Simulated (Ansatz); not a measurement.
BaCd2As2 in space group P-3m1 (No. 164; Ba on 1a, Cd on 2d, As on 2d), r²SCAN in the plane-wave PAW code Ansatz. The conduction-band minimum lies at A, with 1 equivalent valley. Second derivatives d²E/dk² of the lowest band at one valley (eV·Å²), along Cartesian directions:

```
direction  d²E/dk²
---------  -------
[100]        90.55
[010]        90.55
[001]        1.242
[110]        90.55
[101]        46.06
[011]        46.04
```

Problem. Find the principal effective masses, the density-of-states mass and the conductivity mass.

Solution. Off-diagonal terms follow from H_xy = H[110] − (H_xx + H_yy)/2, and m*/mₑ = 7.620 eV·Å² over each eigenvalue: 0.084, 0.084, 6.1. One valley's DOS mass (m₁m₂m₃)^(1/3) = 0.35, conductivity mass 3/(Σ 1/mᵢ) = 0.13 mₑ.

Problem. What effective density of states Nc follows at 300 K for parabolic valleys?

Solution. Nc = 2.509e19 × 1 × (0.35)^(3/2) ≈ 5.2e18 cm⁻³.

The workflow started from a Materials Project entry (that database holds measured and hypothetical structures alike); the Crystallography Open Database copy checked does not list it. Its standing as an ambient phase is unchecked. Symmetry was held in the r²SCAN relaxation; its stability against distortions is not shown here. Spin–orbit coupling is left out wherever it is not named.

Potentials: the later of the program's two PAW sets.

Edges and masses are those of Kohn–Sham bands, whose gap is no quasiparticle gap.
